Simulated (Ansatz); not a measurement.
ZnS built on the zincblende prototype, relaxed with r2SCAN, was run in the PAW code Ansatz under altered settings. All numbers are computed, without spin polarisation but where a row says otherwise.

```yaml
crystal:
  lattice:
    - [0.00000, 2.69409, 2.69409]
    - [2.69409, 0.00000, 2.69409]
    - [2.69409, 2.69409, 0.00000]
  atoms:
    - { symbol: Zn, position: [0.00000, 0.00000, 0.00000] }
    - { symbol: S, position: [0.25000, 0.25000, 0.25000] }
```

The base run's other keys:
```yaml
kpoints:
  mp_grid: { grid: [6, 6, 6] }
hamiltonian:
  xc: r2scan
scf:
  occupations: { method: fixed }
  n_extra_bands: 4
```

It takes 6 iterations with 965 plane waves at 500 eV and 16 k points, and leaves a mean stress of +0.06 GPa. The gap over this mesh is 2.705 eV.

Outcomes, with energy and stress as changes against the base:
```
                                 setting            outcome  ΔF (meV/atom)  Δ mean stress (GPa)  gap on the mesh (eV)  iterations
         kpoints.mp_grid.grid: [5, 5, 5]          converged           +3.6                +0.06                 2.703           6
                        basis.ecutwfc: 0            refused              –                    –                     –           –
         kpoints.mp_grid.grid: [0, 4, 4]            refused              –                    –                     –           –
              hamiltonian.dispersion: d2            refused              –                    –                     –           –
                         scf.max_iter: 1      not converged              –                    –                     –           1
                    scf.n_extra_bands: 0          converged            0.0                 0.00                 2.705           7
                      basis.ecutwfc: 750          converged           -0.8                 0.00                 2.705           7
         kpoints.mp_grid.grid: [2, 4, 6]  converged, warned           +105                +1.08                 2.680           7
         kpoints.mp_grid.grid: [1, 1, 1]          converged          +6305               +52.72                 2.070           7
                    hamiltonian.xc: scan            refused              –                    –                     –           –
hamiltonian.xc: lda (cutoff then 420 eV)          converged              –                -4.00                 1.895           6
```
A dash marks a value that wasn't obtained or can't be compared. Stress is positive in compression. Its mean hides that meshes of lower symmetry stress the axes unequally.

- kpoints.mp_grid.grid: [5, 5, 5]. The free energy moves by +3.6 meV an atom, the mean stress by +0.06 GPa and the gap on the mesh by -0.002 eV (to 2.703). The mesh is too coarse.
- basis.ecutwfc: 0. The input is refused before any iteration. Error: invalid value for `basis.ecutwfc`: must be finite and > 0; got 0 eV
- kpoints.mp_grid.grid: [0, 4, 4]. The input is refused before any iteration. Error: invalid value for `kpoints.mp_grid.grid`: each dimension must be in 1..=255
- hamiltonian.dispersion: d2. It is rejected at once. Error: YAML parse error: line 13 column 15: hamiltonian.dispersion: `d2` is not `none`, `rvv10`, `d3bj`, `d3bjatm`, `d4` or a map `{method: …, s8: …, a1: …, a2_bohr: …}` (numbers without units, a2 in bohr) or `{method: …, functional: …}`
- scf.max_iter: 1. The run did not converge. It stopped after 1 iteration; the base needs 6. Nothing that it printed is a property of the solid. Error: did not converge after 1 iteration: dr2 = 4.65e-2 (threshold 1.00e-7), under the density mixer `msr1`, which `scf.mixing.algorithm: auto` chose by the deck's other keys (type `scf.mixing.algorithm: msr1` to keep it) […]
- kpoints.mp_grid.grid: [2, 4, 6]. The free energy moves by +105 meV an atom, the mean stress by +1.08 GPa and the gap on the mesh by -0.025 eV (to 2.680). The mesh breaks the crystal's symmetry, so the stress, and any force that symmetry no longer fixes, lose it too. The mesh is too coarse. Warned: symmetry narrowed by mesh.
- kpoints.mp_grid.grid: [1, 1, 1]. The free energy moves by +6305 meV an atom, the mean stress by +52.72 GPa and the gap on the mesh by -0.635 eV (to 2.070). The mesh is too coarse.
- hamiltonian.xc: scan. The program doesn't start. Error: YAML parse error: line 12 column 7: hamiltonian.xc: unknown variant `scan`, expected one of […]
- hamiltonian.xc: lda. The cutoff follows the functional, from 500 to 420 eV. The mean stress moves by -4.00 GPa and the gap on the mesh by -0.810 eV (to 1.895). It's another functional on the same cell, so totals aren't comparable.

Within 1 meV an atom, 0.1 GPa and 0.005 eV of the base stay: scf.n_extra_bands: 0; basis.ecutwfc: 750.
